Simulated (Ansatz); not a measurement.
A: TiB₂ (AlB2 type, space group P6/mmm), a = b = 3.0320 Å, c = 3.2243 Å, α = β = 90.00°, γ = 120.00°
B: Ti (hcp, Mg type), a = b = 2.939 Å, c = 4.650 Å, α = β = 90.00°, γ = 120.00°
C: Mg3Sb2 (A-La2O3 type, space group P-3m1), a = b = 4.596 Å, c = 7.272 Å, α = β = 90.00°, γ = 120.00°

Scan: energy against volume (even scaling of the relaxed cell, symmetry kept). All come from one method, each on a k mesh of its own. All were relaxed with their symmetry unable to fall. Spin-orbit coupling is left out. Ti is run without spin polarisation. TiB2 is run without spin polarisation.

Q: Rank these by bulk modulus at fixed cell shape (fitted) (highest first), as PBE (plane waves to 420 eV, PAW, scalar-relativistic; Ansatz, a program for electronic structure) gives it.

A: A (255 GPa), B (112 GPa), C (41.8 GPa)

(A scan under strain: stresses follow from slopes of the energy per volume, elastic moduli from its curvatures.)
